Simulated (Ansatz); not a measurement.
LaZn4:
Space group Cmcm (No. 63); a = 6.2806 Å, b = 10.2211 Å, c = 6.0255 Å, α = 90.00°, β = 90.00°, γ = 90.00°

```json
[
 {"atom": "La", "site": "4c", "symmetry": "m2m", "x": "0.0000", "y": "0.7316", "z": "0.2500"},
 {"atom": "Zn", "site": "4c", "symmetry": "m2m", "x": "0.0000", "y": "0.1493", "z": "0.2500"},
 {"atom": "Zn", "site": "4c", "symmetry": "m2m", "x": "0.0000", "y": "0.3927", "z": "0.2500"},
 {"atom": "Zn", "site": "8e", "symmetry": "2..", "x": "0.2149", "y": "0.0000", "z": "0.0000"}
]
```
(The calculation used a cell of 10 atoms; values per cell refer to that cell.)

Relaxed with r²SCAN.

Task: Which orbitals make up the states near the Fermi level in r²SCAN (plane waves, PAW; program Ansatz)?

Result: Within 0.5 eV of the Fermi level: La 5d 48 %, Zn 4s 7 %, outside the projected shells 38 %. Projections are on Löwdin-orthogonalised atomic valence shells; empty p or d shells of many metals are not among them.

Task: Tabulate the density of states.

Result: States/eV per cell of 10 atoms, in 0.25 eV bins, energy from the Fermi level.

```tsv
E (eV)	total	Zn 3d	La 4f	La 5d
-7.85	37.06	34.73	0.02	0.32
-7.60	85.68	82.53	0.04	0.52
-7.35	50.49	48.16	0.02	0.42
-7.10	52.30	50.84	0.02	0.27
-6.85	69.27	68.21	0.02	0.18
-6.60	24.45	23.51	0.00	0.06
-6.35	2.38	1.18	0.00	0.08
-6.10	2.24	0.80	0.00	0.14
-5.85	1.98	0.57	0.00	0.17
-5.60	2.25	0.53	0.00	0.21
-5.35	2.81	0.56	0.00	0.37
-5.10	2.75	0.45	0.01	0.38
-4.85	3.15	0.45	0.01	0.50
-4.60	2.21	0.28	0.01	0.41
-4.35	1.74	0.20	0.01	0.36
-4.10	1.33	0.14	0.01	0.30
-3.85	1.52	0.13	0.01	0.32
-3.60	2.68	0.19	0.02	0.52
-3.35	3.65	0.23	0.03	0.72
-3.10	2.97	0.17	0.03	0.62
-2.85	2.63	0.13	0.04	0.58
-2.60	2.85	0.12	0.05	0.64
-2.35	2.32	0.09	0.04	0.61
-2.10	1.59	0.06	0.03	0.40
-1.85	2.96	0.09	0.06	0.77
-1.60	3.23	0.09	0.07	0.88
-1.35	3.40	0.08	0.08	0.94
-1.10	3.74	0.08	0.09	1.13
-0.85	4.26	0.07	0.10	1.54
-0.60	6.61	0.09	0.17	2.88
-0.35	8.40	0.10	0.22	3.52
-0.10	5.75	0.08	0.18	2.81
0.15	4.62	0.08	0.22	2.48
0.40	4.13	0.07	0.28	2.15
0.65	3.83	0.06	0.31	2.07
0.90	3.85	0.06	0.41	2.05
1.15	2.73	0.04	0.46	1.26
1.40	2.52	0.03	0.73	0.85
1.65	4.05	0.04	1.75	0.96
1.90	6.69	0.06	3.66	1.54
2.15	18.46	0.10	14.12	2.37
2.40	66.49	0.14	61.08	3.34
2.65	17.15	0.03	15.16	1.63
2.90	2.81	0.01	1.62	0.67
```

The workflow started from an entry of the Crystallography Open Database (COD, 296 K). Whether it is the stable phase at ambient conditions was not checked. The cell was relaxed with r²SCAN under the symmetry of its start; whether a distortion lowers the energy is not shown. Axis ratios of metals converge slowly with the k-mesh, so a and c are less sure than the volume. Spin–orbit coupling is left out wherever it is not named.

Potentials: the later of the program's two PAW sets.
